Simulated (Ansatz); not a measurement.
W (bcc (W type)), relaxed with PBE (Ansatz, an electronic-structure program, plane waves, PAW): a = b = c = 3.184 Å, α = β = γ = 90.00°.

B₀ by P(V) fit (GPa): 304
K_Hill (GPa): 303
G_Hill (GPa): 148
Θ_D (K): 368

**Question.** The same phase is relaxed and computed with r²SCAN in the same code. What are the cell and these values now?

**Answer.** a = b = c = 3.1689 Å, α = β = γ = 90.00°.

B₀ by P(V) fit (GPa): 319
K_Hill (GPa): 320
G_Hill (GPa): 161
Θ_D (K): 382

All cells were relaxed under the symmetry of their starts (and spin orders); stability against distortions was not tested throughout. Rows with no word on spin ran without spin polarisation. Scalar-relativistic: spin–orbit coupling is off unless named, which matters more the heavier the elements.

Potentials: the earlier of the program's two PAW sets.

Ansatz is a plane-wave DFT program.
